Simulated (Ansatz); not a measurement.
A generator proposed this cell of Ge4Pd.

```cif
data_structure
_symmetry_space_group_name_H-M 'Im-3m'
_symmetry_Int_Tables_number 229
_cell_length_a 5.8287
_cell_length_b 5.8287
_cell_length_c 5.8287
_cell_angle_alpha 90.000
_cell_angle_beta 90.000
_cell_angle_gamma 90.000
_cell_volume 198.03
loop_
_atom_site_label
_atom_site_type_symbol
_atom_site_symmetry_multiplicity
_atom_site_Wyckoff_symbol
_atom_site_fract_x
_atom_site_fract_y
_atom_site_fract_z
_atom_site_occupancy
Ge1 Ge 8 c 0.25000 0.25000 0.25000 1
Pd1 Pd 2 a 0.00000 0.00000 0.00000 1
```

Computed with DFT PBE, scalar-relativistic, plane waves, PAW in Ansatz 0.2.0. Cutoff 420 eV; k points 4×4×4 on the computed 5-atom cell (Γ-centred); Gaussian smearing, width 0.10 eV; no spin polarisation.

The zero of energy is the elements' standard structures at the same level; no fitted shifts are applied.

**Question.** Estimate its pressure, forces and energy as it stands.

**Answer.** The pressure is 5.0 GPa (it wants to expand), the largest force is 0.00 eV/Å (symmetry fixes the atoms), and the energy is +0.30 eV/atom against the elements. The shortest distance is 2.52 Å.

**Question.** Is it a good guess?

**Answer.** A good one: relaxing gains under 0.1 eV/atom (the start's value is from the coarse mesh, so the gain is rough) in 7 ionic steps and ends at +0.25 eV/atom on the finer mesh. The symmetry stays Im-3m (No. 229). The volume per atom grows by 6.6 %, from 19.8 to 21.1 Å³. The shortest distance goes from 2.52 Å (Ge–Pd) to 2.58 Å (Ge–Pd). Conventional cell: a = 5.955 Å. Ge is surrounded by 2 Pd at 2.58 Å and 6 Ge at 2.98 Å; Pd has 8 Ge at 2.58 Å.

The last run used a 10×10×10 mesh for its 5-atom cell and Gaussian smearing of 0.10 eV. The relaxation can't lower the symmetry of the start, and the grade says only how near the guess is to its own end. A structure relaxed within its symmetry needn't be a true minimum. Another cell of Ge4Pd relaxed alike, in P4/mmm, lies 232 meV/atom lower, so this cell isn't the stable form at this level.
